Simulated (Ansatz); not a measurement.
## Profile along the N–V line in VN (rock salt)

VN (rock salt)

```xyz
2
Lattice="0.0000 2.0366 2.0366 2.0366 0.0000 2.0366 2.0366 2.0366 0.0000" Properties=species:S:1:pos:R:3 pbc="T T T"
N      0.0000     0.0000     0.0000
V      2.0366     2.0366     2.0366
```

Fields along a shortest N–V line of a {100} plane (2.04 Å), from N to V, interpolated on the slice's grid (step about 0.1 Å). Computed with PBEsol (plane waves to 420 eV, PAW, scalar-relativistic; Ansatz, a program for electronic structure). k mesh 20×20×20. Near the nuclei the fields are pseudised (PAW); where an atom keeps semicore shells as valence, they peak there. VN is run without spin polarisation. VN was relaxed with its symmetry unable to fall.

```
distance from N (Å)  valence electron density (e/Å³)  electron localisation function
-------------------  -------------------------------  ------------------------------
0.00                                            3.52                               x
0.20                                            3.60                               x
0.41                                            2.90                            0.64
0.61                                            1.62                            0.80
0.82                                            0.86                            0.66
1.02                                            0.60                            0.20
1.22                                            0.99                            0.20
1.43                                            3.26                            0.57
1.63                                            8.37                            0.75
1.84                                           14.18                               x
2.04                                           16.72                               x
```

x: too close to a nucleus for the ELF to mean much.

Density on the N–V line (2.04 Å) at its midpoint: 0.60 e/Å³. ELF at that point: 0.20.
